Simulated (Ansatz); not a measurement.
Below is a relaxed structure of Ir4Ru. The cell was found from a structure generator's guess, not taken from experiment.

The calculation used DFT PBE, scalar-relativistic, plane waves, PAW in Ansatz 0.2.0. Cutoff 420 eV, Γ-centred mesh, Gaussian smearing, no spin polarisation.

```cif
data_structure
_symmetry_space_group_name_H-M 'P 1'
_symmetry_Int_Tables_number 1
_cell_length_a 2.7445
_cell_length_b 2.7445
_cell_length_c 22.0651
_cell_angle_alpha 90.000
_cell_angle_beta 90.000
_cell_angle_gamma 120.000
_cell_volume 143.93
loop_
_atom_site_label
_atom_site_type_symbol
_atom_site_fract_x
_atom_site_fract_y
_atom_site_fract_z
_atom_site_occupancy
Ru1 Ru 0.33333 0.66667 0.25000 1
Ru2 Ru 0.66667 0.33333 0.75000 1
Ir1 Ir 0.33333 0.66667 0.65235 1
Ir2 Ir 0.33333 0.66667 0.84765 1
Ir3 Ir 0.33333 0.66667 0.05050 1
Ir4 Ir 0.33333 0.66667 0.44950 1
Ir5 Ir 0.66667 0.33333 0.94950 1
Ir6 Ir 0.66667 0.33333 0.15235 1
Ir7 Ir 0.66667 0.33333 0.34765 1
Ir8 Ir 0.66667 0.33333 0.55050 1
```

The zero of energy is the elements' standard structures at the same level; no fitted shifts are applied.

Question: What space group does it have?

Answer: P6_3/mmc (No. 194), with Ru and Ir ordered on hcp sites. Conventional cell: a = 2.744 Å, c = 22.065 Å. Around Ru lie 6 Ir at 2.67 Å and 6 Ru at 2.74 Å; around Ir on its first site lie 3 Ru at 2.67 Å and 9 Ir at 2.74–2.75 Å; around Ir on its second site lie 12 Ir at 2.73–2.75 Å.

Question: What is its formation energy per atom?

Answer: +0.03 eV/atom. The formation energy is too near zero to say whether this cell lies below the elements.

Question: Is it a metal?

Answer: Yes, bands cross the Fermi level on the 18×18×2 mesh.

The last run used an 18×18×2 mesh (in the run's order of axes) for its 10-atom cell and Gaussian smearing of 0.10 eV. For metals, differences of a few meV/atom aren't resolved. These runs have no spin–orbit coupling, which can matter for Ir. A structure relaxed within its symmetry needn't be a true minimum.
